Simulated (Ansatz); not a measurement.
This cell of CaO (rock salt) is off equilibrium:

```
CaO
1.0
    0.00000     4.83070     4.83070
    2.41535     2.41535     4.83070
    2.41535     2.41535     0.00000
O Ca
2 2
Direct
  0.00000   0.01863   0.98137
  0.50000   0.98137   0.01863
  0.00000   0.50440   0.49560
  0.50000   0.49560   0.50440
```

Computed with PBE (plane waves to 420 eV, PAW, scalar-relativistic; Ansatz, an electronic-structure program). k mesh 12×12×12 (Γ-centred), Fermi-Dirac smearing 0.05 eV. Stress and pressure are positive under compression. CaO was relaxed with its symmetry unable to fall.

**Question.** Predict the force on every atom, in eV/Å.

**Answer.** 
```json
[
 {"atom": "O1", "Fx": "0.000", "Fy": "0.000", "Fz": "-0.780"},
 {"atom": "O2", "Fx": "0.000", "Fy": "0.000", "Fz": "0.780"},
 {"atom": "Ca3", "Fx": "0.000", "Fy": "0.000", "Fz": "-0.456"},
 {"atom": "Ca4", "Fx": "0.000", "Fy": "0.000", "Fz": "0.456"}
]
```

(A displaced cell: forces are minus the slopes of the energy, force constants its curvatures, and phonons follow from these.)
